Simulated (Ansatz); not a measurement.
Here is the system:

Relaxed Al (fcc, Cu type):

```
CELL_PARAMETERS angstrom
      4.03999     0.00000     0.00000
      0.00000     4.03999     0.00000
      0.00000     0.00000     4.03999
ATOMIC_POSITIONS crystal
  Al 0.00000 0.00000 0.00000
  Al 0.50000 0.50000 0.00000
  Al 0.50000 0.00000 0.50000
  Al 0.00000 0.50000 0.50000
```

Scan: atom 4 (Al, nearest neighbour Al at 2.857 Å; its periodic images, 4.0 Å or more away, move with it) is displaced along Cartesian [110], direction (0.707, 0.707, 0.000) in Cartesian axes, by s. The other atoms stay.

These are PBE (plane waves to 420 eV, PAW, scalar-relativistic; Ansatz, an electronic-structure program) values and carry that method's errors. k mesh 9×9×9 (Γ-centred), Fermi-Dirac smearing 0.05 eV. Energies are smeared free energies. With partly filled bands, energies and forces of such displacements shift with the k mesh and the smearing. On this mesh the relaxed cell isn't quite at rest: it carries a pressure of 0.2 GPa (compression positive) at the zero of the scan. Al was relaxed with its symmetry unable to fall. The PAW data are Ansatz's earlier set. The zero of ΔE is the undisplaced structure.

The scan covers s from -0.570 to 0.570 Å in 11 points.

Is this a single well or a double well?

A single well with its minimum at or next to zero displacement.

Is the energy the same for equal positive and negative displacements?

Even: the same for both signs. With its periodic images moving along, the atom's site symmetry in this cell is m-3m.

What is the energy change at s = 0.570 Å?

896 meV/cell.

What force acts on the atom along the line at s = -0.570 Å?

3.83 eV/Å.

What is the force constant k = d²E/ds² of this move at s = 0?

4.35 eV/Å².

(A displaced cell: forces are minus the slopes of the energy, force constants its curvatures, and phonons follow from these.)
